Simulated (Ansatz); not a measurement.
Level of theory: DFT PBE, scalar-relativistic, plane waves, PAW (Ansatz). All cells share a 420 eV cutoff and Γ-centred k meshes spaced at most about 0.3 Å⁻¹ (2π included). No spin polarisation in the final relaxations.

Temperature and zero-point effects are left out.

Compare these two cells of Sn2PbO3, each relaxed at this level.

A.

Space group P4/nmm:1 (No. 129). a = 3.924 Å, b = 3.924 Å, c = 15.877 Å, α = 90.00°, β = 90.00°, γ = 90.00°
```csv
atom,site,symmetry,x,y,z
Sn,2c,4mm,0.0000,0.5000,0.9125
Sn,2c,4mm,0.0000,0.5000,0.5720
Pb,2c,4mm,0.0000,0.5000,0.2374
O,4f,2mm.,0.5000,0.5000,0.8411
O,2b,-4m2,0.5000,0.5000,0.5000
```

B.

Space group P4mm (No. 99). a = 3.920 Å, b = 3.920 Å, c = 15.663 Å, α = 90.00°, β = 90.00°, γ = 90.00°
```csv
atom,site,symmetry,x,y,z
Sn,1b,4mm,0.5000,0.5000,0.4149
Sn,1a,4mm,0.0000,0.0000,0.2689
Sn,1a,4mm,0.0000,0.0000,0.5864
Sn,1a,4mm,0.0000,0.0000,0.9278
Pb,1b,4mm,0.5000,0.5000,0.0799
Pb,1b,4mm,0.5000,0.5000,0.7383
O,2c,2mm.,0.0000,0.5000,0.9974
O,2c,2mm.,0.0000,0.5000,0.3387
O,2c,2mm.,0.0000,0.5000,0.6559
```

Question: Which placement of the atoms is lower in energy, and by how much?

Answer: B is lower, by 12 meV/atom. The two share one framework of sites and differ in which element sits where. A has space group P4/nmm (No. 129), 20.4 Å³/atom and a gap of 0.68 eV on its mesh; B has space group P4mm (No. 99), 20.1 Å³/atom and a gap of 0.85 eV. Counting O atoms around Pb and Sn (those within 1.25 times the shortest such distance or 1.15 times the sum of covalent radii), A and B both have Sn 4, Pb 4. In A, Sn on its first site is surrounded by 4 O at 2.27 Å; around Pb lie 4 O at 2.32 Å; O on a site of symmetry 2mm has 2 Sn at 2.27 Å, 2 Pb at 2.32 Å and 4 O at 2.77 Å; 2 more sites not described. In B, Sn on its first site is surrounded by 4 O at 2.29 Å; Pb on its first site is surrounded by 4 O at 2.35 Å; O on its first site is surrounded by 2 Sn at 2.24 Å, 2 Pb at 2.35 Å and 4 O at 2.77 Å; 6 more sites not described. Both come from invented guesses.

No dispersion correction is applied, so the spacing and binding between layers, chains or molecules are poorly described (P4/nmm, P4mm), and this can change margins and order among such cells. These runs have no spin–orbit coupling, which can matter for Pb. Kohn–Sham gaps at this level usually fall short of measured ones. The missing spin–orbit coupling can work the other way here. Cells relaxed within their symmetry can be saddle points.
